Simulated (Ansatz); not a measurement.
CsSrF3 (cubic perovskite, Pm-3m), plane-wave PAW r²SCAN (Ansatz code). The conduction-band minimum lies at Γ, with 1 equivalent valley. Second derivatives d²E/dk² of the lowest band at one valley (eV·Å²), along Cartesian directions:

```
direction  d²E/dk²
---------  -------
[100]        16.41
[010]        16.41
[001]        16.41
[110]        16.41
[101]        16.41
[011]        16.41
```

Problem. Find the principal effective masses, the density-of-states mass and the conductivity mass.

Solution. Off-diagonal terms follow from H_xy = H[110] − (H_xx + H_yy)/2, and m*/mₑ = 7.620 eV·Å² over each eigenvalue: 0.46, 0.46, 0.46. One valley's DOS mass (m₁m₂m₃)^(1/3) = 0.46, conductivity mass 3/(Σ 1/mᵢ) = 0.46 mₑ.

Problem. What effective density of states Nc follows at 300 K for parabolic valleys?

Solution. Nc = 2.509e19 × 1 × (0.46)^(3/2) ≈ 7.8e18 cm⁻³.

The first step of the workflow began from a Materials Project structure, measured or hypothetical; the Crystallography Open Database copy checked does not list it. Its standing as an ambient phase is unchecked. Symmetry was held in the r²SCAN relaxation; whether a distortion lowers the energy is not shown. Spin–orbit coupling is left out wherever it is not named.

Potentials: the later of the program's two PAW sets.

Edges and masses are those of Kohn–Sham bands, whose gap is no quasiparticle gap.
